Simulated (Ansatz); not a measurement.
A plane-wave DFT run in Ansatz 0.2.0 (scalar-relativistic PAW potentials unless the input names others): input and command.

```yaml
crystal:
  lattice:
    - [0.0, 4.0194861433, 4.0194861433]
    - [4.0194861433, 0.0, 4.0194861433]
    - [4.0194861433, 4.0194861433, 0.0]
  atoms:
    - { symbol: K, position: [0.2500020186, 0.2499978475, 0.2499978475] }
    - { symbol: Ca, position: [0.7539605372, 0.74577673, 0.74577673] }
    - { symbol: Hf, position: [-0.000148004, 0.0001578222, 0.0001578222] }
    - { symbol: Sb, position: [0.5003118541, 0.4996674583, 0.4996674583] }
    - { symbol: O, position: [0.7459366192, 0.255359775, 0.255359775] }
    - { symbol: O, position: [0.2530798569, 0.7459366192, 0.7459366192] }
    - { symbol: O, position: [0.7251180352, 0.7654991338, 0.2383901049] }
    - { symbol: O, position: [0.2700495269, 0.2394139537, 0.7667552032] }
    - { symbol: O, position: [0.2700495269, 0.7667552032, 0.2394139537] }
    - { symbol: O, position: [0.7251180352, 0.2383901049, 0.7654991338] }
  symmetry: { detect: false }
basis:
  ecutwfc: 420
  precision: f64
kpoints:
  mp_grid: { grid: [6, 6, 6] }
hamiltonian:
  xc: pbesol
scf:
  occupations: { method: gaussian, width: 0.05 }
  eigensolver: { kind: davidson }
output:
  forces: true
  eigenvalues: true
  stress: true
```

```bash
ansatz run input.yaml --threads 2 --pin off --max-ram 5120MiB --backend cpu --events-out ev --progress --plain --runs-dir out
```

Abridged log:
```
Pseudopotentials: kind: paw
Pseudopotential: K, paw, valence charge 9, recommended cutoff 420 eV (normal)
Pseudopotential: Ca, paw, valence charge 10, recommended cutoff 420 eV (normal)
Pseudopotential: Hf, paw, valence charge 26, recommended cutoff 420 eV (normal)
Pseudopotential: Sb, paw, valence charge 15, recommended cutoff 420 eV (normal)
Pseudopotential: O, paw, valence charge 6, recommended cutoff 420 eV (normal)
Functional definition: PBEsol
Crystal: 10 atoms, lattice volume = 129.880 Å³
Basis set: ecut = 420 eV, 2637 PW (Γ), exchange–correlation on 80×80×80 points (8 copies of the dense FFT grid, shifted against one another)
Bands: 58, of which v1, the nominal top of the filled ones, is band 48 counted from 1 (47 counted from 0)
Symmetry: 1 space group operations
k-points: 112 of 216 (time reversal used)
Initial density: superposition of atomic densities (neutral atoms: chi_scale 0, normalization atom), corrected by the library's trained network
Initial wavefunctions: pseudopotential atomic-orbital guess
Functional: x = pbesol(κ = 0.804, μ = 0.12345679), c = pbesol(β = 0.046)
SCF iter   1: F=—  HF=-28690.219806 eV  |F-HF|=—  |Δ(HF+E_count)|=         —  Δρ=1.69e-2  dr2=3.12e-1  ethr=1.77e-3  ⟨swp⟩=11.3  Hψ=32262  notcnv=0
SCF iter   2: F=—  HF=-28690.141298 eV  |F-HF|=—  |Δ(HF+E_count)|=   7.85e-2  Δρ=3.24e-3  dr2=6.78e-3  ethr=6.71e-6  ⟨swp⟩=3.6  Hψ=32275  notcnv=0
SCF iter   3: F=—  HF=-28690.139825 eV  |F-HF|=—  |Δ(HF+E_count)|=   1.47e-3  Δρ=1.34e-3  dr2=1.57e-3  ethr=6.71e-6  ⟨swp⟩=3.1  Hψ=14565  notcnv=0
automatic band count: iteration 3 solves 54 bands in place of 58: the levels show a gap, and the empty bands left out lie too high to hold charge; the band table lists the bands solved (type scf.n_extra_bands for more)
SCF iter   4: F=—  HF=-28690.139921 eV  |F-HF|=—  |Δ(HF+E_count)|=   9.55e-5  Δρ=4.03e-4  dr2=2.13e-4  ethr=1.64e-6  ⟨swp⟩=3.0  Hψ=13167  notcnv=0
SCF iter   5: F=—  HF=-28690.139833 eV  |F-HF|=—  |Δ(HF+E_count)|=   8.78e-5  Δρ=1.65e-4  dr2=4.52e-5  ethr=2.22e-7  ⟨swp⟩=4.0  Hψ=16169  notcnv=0
SCF iter   6: F=—  HF=-28690.139845 eV  |F-HF|=—  |Δ(HF+E_count)|=   1.15e-5  Δρ=5.53e-5  dr2=3.94e-6  ethr=4.70e-8  ⟨swp⟩=3.2  Hψ=14394  notcnv=0
SCF iter   7: F=—  HF=-28690.139847 eV  |F-HF|=—  |Δ(HF+E_count)|=   1.85e-6  Δρ=3.99e-5  dr2=1.88e-6  ethr=4.11e-9  ⟨swp⟩=4.0  Hψ=16875  notcnv=0
SCF iter   8: F=—  HF=-28690.139846 eV  |F-HF|=—  |Δ(HF+E_count)|=   2.53e-7  Δρ=1.21e-5  dr2=2.43e-7  ethr=1.96e-9  ⟨swp⟩=4.0  Hψ=14092  notcnv=0
SCF iter   9: F=-28690.139846 eV  HF=-28690.139846 eV  |F-HF|=3.57e-9  |Δ(HF+E_count)|=   1.69e-8  Δρ=2.56e-6  dr2=9.35e-9  ethr=2.53e-10  ⟨swp⟩=4.0  Hψ=13977  notcnv=0
SCF 1 converged in 9 iterations: F = -28690.139846 eV  dr2 = 9.35e-9
  Residual-converged pass: ⟨swp⟩=3.0  Hψ=15416  notcnv=0  max |occ|·‖R‖ = 6.2e-6 eV (tolerance 6.7e-6 eV) dr2=1.02e-8  dr2_onsite=1.63e-9  max |Δocc| = 0.0e0
SCF converged after 9 iterations
Free energy (F): -28690.139846 eV
Harris-Foulkes:  -28690.139846 eV  (|F-HF|=3.57e-9)
Internal energy: -28690.139846 eV  (E = F + TS)
E sigma→0 (E₀):  -28690.139846 eV
Fermi energy:    11.255777 eV
--- Forces (eV/Å), atoms counted from 1 ---
  atom   1  K      0.02113436     0.00077754     0.00077753
  atom   2  Ca     0.72474995     0.02266396     0.02266352
  atom   3  Hf    -0.12115163    -0.00315573    -0.00315674
  atom   4  Sb     0.17936856     0.00218836     0.00218816
  atom   5  O     -0.06934051    -0.04337319    -0.04337317
  atom   6  O     -0.02073235     0.03353849     0.03353854
  atom   7  O     -0.13979876     1.29976481     0.03480788
  atom   8  O     -0.21719634    -1.31064357    -0.03656853
  atom   9  O     -0.21719638    -0.03656829    -1.31064356
  atom  10  O     -0.13979873     0.03480818     1.29976478
--- Stress (GPa, compression-positive) ---
        0.160650      -0.002810      -0.002810
       -0.002810       0.264733       0.806925
       -0.002810       0.806925       0.264733
  P = ⅓ Tr σ = 0.2300 GPa (2.300 kbar)
```

Apart from outputs and empty bands, the input differs from a reference run on usual settings in scf.eigensolver.kind: not typed → "davidson"; basis.precision: not typed → "f64"; crystal.symmetry: not typed → {"detect": false}. The reference, at the same geometry (not necessarily relaxed), gave pressure 0.23 GPa, largest force 1.329 eV/Å, gap on the mesh 3.32 eV. This run converged in 9 SCF iterations (reference: 8) with an energy at zero smearing within 0.01 meV/atom of the reference's, pressure 0.23 GPa, largest force 1.329 eV/Å, gap on the mesh 3.32 eV.

Time: 96 s on 2 threads of Arm Neoverse V1, on a shared host, peak memory 0.72 GiB.